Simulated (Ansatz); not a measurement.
Q: Mg3SnO (anti-perovskite, space group No. 221) is relaxed with DFT-PBEsol in the program Ansatz with PAW potentials. What lattice parameters of the conventional cell result?

A: a = 4.348 Å.

Q: Is it a metal or does it have a gap at this level?

A: No gap at this level.

Space group Pm-3m (anti-perovskite). The start of the workflow was typed in or built on a structure type; neither database checked (COD, Materials Project) lists it. Whether it is the stable phase at ambient conditions was not checked. Symmetry was held in the PBEsol relaxation; whether a distortion lowers the energy is not shown. Spin–orbit coupling is left out wherever it is not named.

Potentials: the later of the program's two PAW sets.
